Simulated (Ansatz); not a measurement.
# Relaxing a structure of Ge

The start is a relaxed Ge cell displaced along its unstable phonon at q = (½, 0, ½) of its primitive reciprocal cell (62i cm⁻¹), largest move 0.15 Å. Cell shape, volume and atoms are optimised at zero target pressure with r2SCAN (plane waves to 500 eV, PAW, scalar-relativistic; Ansatz, a quantum-chemistry and plane-wave program). The first steps use a coarse 13×13×13 k-mesh.

Initial structure:
```
Ge
1.0
    5.70922     0.00000     0.00000
   -1.42730     2.47216     0.00000
    2.85461     0.00000     2.64678
Ge
2
Direct
  0.00000   0.94745   0.00000
  0.50000   0.05255   0.00000
```

```json
{
  "largest_initial_force": "0.10 eV/Å, on Ge1, Ge2 (atoms numbered as listed)",
  "energy_released": "0.02 eV/atom",
  "relative_to_the_parent": "It does not go back: it reaches I4₁/amd (No. 141), AFLOW prototype A_tI4_141_a (A5, as in Sn), 0.02 eV/atom below the parent",
  "Shortest distances (start → end)": "The closest pairs of elements (up to four, under 3.6 Å), start → end: Ge–Ge 2.66 → 2.66 Å",
  "band_gap_at_the_end": "zero (metallic)",
  "optimiser_moves": "8"
}
```

Final values are on a 19×19×19 k-mesh of the relaxed cell. No spin polarisation in the result.

The run could not lose the symmetry of its start.

Of the parent cell (P6/mmm (No. 191)): it is a generated cell of Ge: the first start was made by placing the elements on the sites of a structure type, and the end was not matched to a known phase here, so it may be hypothetical. Known forms of Ge include space group No. 227.

The relaxed structure has the type that Ge is known to take under pressure; here it was relaxed at zero pressure, from a generated start.
